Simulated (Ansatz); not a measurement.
CdPd:
```xyz
2
Lattice="3.0319 0.0000 0.0000 0.0000 3.0319 0.0000 0.0000 0.0000 3.6771" Properties=species:S:1:pos:R:3 pbc="T T T"
Cd     0.0000     0.0000     0.0000
Pd     1.5160     1.5160     1.8386
```

Relaxed with r²SCAN.

Problem. Map the electron localisation function on the plane through (0.000, 0.000, 0.000) spanned by u = [1, 0, 0] and v = [0, 1, 1] in lattice vectors, from plane-wave PAW r²SCAN (Ansatz code).

Solution. x is the fraction of u, y of v (the angle between them is 90°; rows are the nearest grid lines); atoms in the plane: Cd at (0.00, 0.00), Pd at (0.50, 0.50).
```
|99743100000134799|
|98643100000134689|
|66532000000023566|
|44321000000012344|
|22110000000001122|
|00000000000000000|
|00000000000000000|
|00000011111000000|
|00001233433210000|
|00002345554320000|
|00013454445431000|
|00013542124531000|
|00013542124531000|
|00013454445431000|
|00002345554320000|
|00001233433210000|
|00000011111000000|
|00000000000000000|
|00000000000000000|
|22110000000001122|
|44321000000012344|
|66532000000023566|
|98643100000134689|
|99743100000134799|
```
Scale: ten equal steps from 0.157 (start of '0') to 0.921 (end of '9'), in the order '0123456789'; x runs from 0.000 to 1.00, y from 0.000 (bottom) to 1.00 (top).

The density is the valence pseudo-density with augmentation charge, so density and ELF within about 1 Å of a nucleus are not all-electron values.

Space group P4/mmm (L1₀ or tetragonal B2). The workflow started from an entry of the Crystallography Open Database (COD). Its standing as an ambient phase is unchecked. The r²SCAN relaxation kept the symmetry of its start; its stability against distortions is not shown here. The run is not spin-polarised.

Potentials: the later of the program's two PAW sets.
